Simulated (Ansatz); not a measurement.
Q: Each is relaxed and computed with DFT-r²SCAN in the program Ansatz with PAW potentials. Which is the only metal?
A) Cu2SiTe3, Cc (Pearson symbol mS24)
B) ZrSi2, Cmcm (Zr on 4c, Si on 4c, Si on 4c)
C) Ta3N5, Cmcm (Pearson symbol oS32)
D) HfSiO4, I4_1/amd (Hf on 4a, Si on 4b, O on 16h)

A: B, ZrSi2, Cmcm (Zr on 4c, Si on 4c, Si on 4c). ZrSi2: metal; HfSiO4: gap 6.00 eV (indirect); Cu2SiTe3: gap 0.40 eV (indirect); Ta3N5: gap 1.60 eV (indirect). Standing as an ambient phase not checked: Cu2SiTe3, Cc (Pearson symbol mS24); Ta3N5, Cmcm (Pearson symbol oS32). Perhaps ordered models of mixed-site phases: Cu2SiTe3, Cc (Pearson symbol mS24). All cells were relaxed under the symmetry of their starts (and spin orders); stability against distortions was not tested throughout. Rows with no word on spin ran without spin polarisation. Spin–orbit coupling is left out wherever it is not named.

Potentials: the earlier of the program's two PAW sets.
